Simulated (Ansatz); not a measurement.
BP (CsCl type, space group No. 221), DFT-PBEsol in the program Ansatz with PAW potentials, all energies at zero smearing, with the estimated change up to a 700 eV cutoff added, with one set of potentials and settings (totals compare only within such a set). Cell of 2 atoms (1 B, 1 P): -890.113 eV.

```csv
element,reference phase,E (eV/atom)
B,"R-3m, 12 atoms in the cell",-152.6704
P,"Cmce, 4 atoms in the cell",-740.0363
```

Formation energy per atom, worked out: (-890.113 − 1×(-152.6704) − 1×(-740.0363))/2 = 1.297 eV/atom (125 kJ per mol of atoms), at 0 K, without zero-point energy or fitted corrections.

Space group Pm-3m (CsCl type). The start of the workflow was typed in or built on a structure type; neither database checked (COD, Materials Project) lists it. It is not the phase usual at ambient conditions (space group No. 216). The PBEsol relaxation kept the symmetry of its start. At this level the phase is dynamically unstable (imaginary phonons). The volume moved by 16 % from the start of the relaxation. Its formation energy is positive at this level, so the cell may be metastable or incomplete. The references are the lowest solids computed at this level, not always the standard phases.

Potentials: the earlier of the program's two PAW sets. The files were generated under PBE; for other functionals the program regenerates the frozen cores, and for LDA and PBEsol the local potential too.
